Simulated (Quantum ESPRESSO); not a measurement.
Band energies of I

```
I
1.0
    2.53835    -3.70662     0.00000
    2.53835     3.70662     0.00000
   -1.62088     0.00000     2.38110
I
1
Direct
  0.50000   0.50000   0.50000
```

norm-conserving PBEsol (Quantum ESPRESSO, 70 Ry, no spin-orbit coupling); path XΓY,LΓZ,NΓM,RΓ; energies in eV from the Fermi level.

```csv
k (1/Å),point,band 1,band 2,band 3,band 4,band 5,band 6,band 7
0.00,X,-10.60,-5.44,-0.20,0.50,5.92,8.24,9.55
0.32,,-11.40,-3.93,-0.50,0.06,6.52,8.12,9.24
0.74,,-12.88,-1.16,-0.95,0.51,5.17,8.15,9.00
1.17,Γ,-13.44,-1.40,-1.39,4.14,4.31,7.95,8.27
1.60,,-13.31,-2.60,-1.66,4.15,5.56,7.53,9.55
2.03,Y,-13.16,-3.48,-1.89,4.15,5.12,10.57,10.86
2.03,L,-10.44,-5.27,-0.82,-0.02,5.22,6.36,11.67
2.36,,-11.17,-4.00,-1.12,-0.28,6.29,7.03,9.64
2.80,,-12.66,-1.51,-0.96,-0.15,6.04,7.84,9.54
3.24,,-13.41,-1.40,-1.38,3.83,4.39,8.02,8.21
3.35,Γ,-13.44,-1.40,-1.39,4.14,4.31,7.95,8.27
3.67,,-13.36,-2.19,-1.56,4.14,5.36,7.29,8.91
4.10,,-13.17,-3.42,-1.87,4.15,5.16,10.06,11.02
4.21,Z,-13.16,-3.48,-1.89,4.15,5.12,10.57,10.86
4.21,N,-10.44,-5.26,-0.82,-0.05,5.21,6.31,11.69
4.41,,-10.75,-4.74,-0.96,-0.15,5.67,6.58,10.33
4.82,,-12.16,-1.72,-1.44,-0.72,6.83,7.81,9.43
5.23,,-13.20,-1.48,-1.26,2.30,4.93,7.95,8.45
5.54,Γ,-13.44,-1.40,-1.39,4.14,4.31,7.95,8.27
5.64,,-13.43,-1.51,-1.40,4.13,4.46,7.78,8.37
6.07,,-13.27,-2.90,-1.70,4.00,5.44,8.22,10.46
6.38,M,-13.19,-3.41,-1.82,3.94,5.15,10.24,10.48
6.38,R,-10.60,-5.44,-0.20,0.50,5.92,8.24,9.55
6.77,,-11.68,-3.31,-0.62,-0.11,6.54,8.08,9.39
7.16,,-12.97,-1.20,-1.02,0.92,5.04,8.11,8.89
7.55,Γ,-13.44,-1.40,-1.39,4.14,4.31,7.95,8.27
```

A metal at this level: along this path band 4 crosses the Fermi level.

Spin-orbit coupling is left out; for elements this heavy it splits bands near the Fermi level.

Geometry of the Materials Project entry, not relaxed at this level.

The structure is a Materials Project entry; no match was found in the copy of COD used, and its stability was not checked.
